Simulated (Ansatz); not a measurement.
Input and command of a plane-wave DFT calculation in Ansatz:

```yaml
crystal:
  lattice:
    - [0.0, 4.311011, 4.311011]
    - [4.311011, 0.0, 4.311011]
    - [4.311011, 4.311011, 0.0]
  atoms:
    - { symbol: K, position: [0.25, 0.25, 0.25] }
    - { symbol: K, position: [0.75, 0.75, 0.75] }
    - { symbol: K, position: [0.5, 0.5, 0.5] }
    - { symbol: Ge, position: [0.0, 0.0, 0.0], spin: 1.0 }
basis:
  ecutwfc: 420
kpoints:
  mp_grid: { grid: [8, 8, 8] }
hamiltonian:
  xc: pbe
scf:
  occupations: { method: gaussian, width: 0.1 }
  lower_state_search: "off"
output:
  forces: true
  stress: true
  eigenvalues: true
  populations: true
magnetization:
  spin_polarized: true
```

```bash
ansatz run input.yaml --threads 1 --pin off --max-ram 2560MiB --backend cpu --events-out ev --progress --plain --runs-dir out
```

Processor: Arm Neoverse V2, 1 thread, on a host shared with other jobs.

Question: Estimate time, memory and problem size.

Answer: About 16 s on 1 thread of Arm Neoverse V2, with other jobs on the host, peak memory 0.51 GiB. It solves 26 bands at 29 k points (the mesh reduced by the symmetry that the task leaves, which can be less than the crystal's) with about 3119 plane waves, in 14 SCF iterations.
